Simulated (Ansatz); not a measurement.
PW:
```
CELL_PARAMETERS angstrom
      2.98590     0.00000     0.00000
      0.00000     2.98590     0.00000
      0.00000     0.00000     2.98590
ATOMIC_POSITIONS crystal
  W  0.00000 0.00000 0.00000
  P  0.50000 0.50000 0.50000
```

Relaxed with PBEsol. Special points in fractions of this cell's reciprocal vectors: Γ (0.000, 0.000, 0.000); X (0.000, 0.500, 0.000); M (0.500, 0.500, 0.000); R (0.500, 0.500, 0.500).

List the band energies nearest the Fermi level at these points for the program Ansatz at the PBEsol with spin–orbit coupling level (PAW).

In eV from the Fermi level; about four levels below and three above (degenerate sets whole), none deeper than 8.9 eV; points with the same levels are listed once.

| k | below | above |
|---|---|---|
| Γ | -4.36 -4.36 -4.36 -4.36 -0.35 -0.35 | 0.23 0.23 0.23 0.23 |
| X | -3.13 -3.13 -2.85 -2.85 | 2.32 2.32 3.80 3.80 |
| M | -0.96 -0.96 -0.72 -0.72 | 2.04 2.04 2.92 2.92 |
| R | -7.68 -7.68 -7.68 -7.68 -7.58 -7.58 | 1.65 1.65 3.56 3.56 3.56 3.56 |

Space group Pm-3m (CsCl type). A made-up cell: these elements were put on the sites of a structure type; neither database checked (COD, Materials Project) lists it. COD files the formula under space group No. 62. Whether it is the stable phase at ambient conditions was not checked. The cell was relaxed with PBEsol under the symmetry of its start; whether a distortion lowers the energy is not shown. No spin polarisation was allowed.

Potentials: the earlier of the program's two PAW sets. The files were generated under PBE; for other functionals the program regenerates the frozen cores, and for LDA and PBEsol the local potential too.
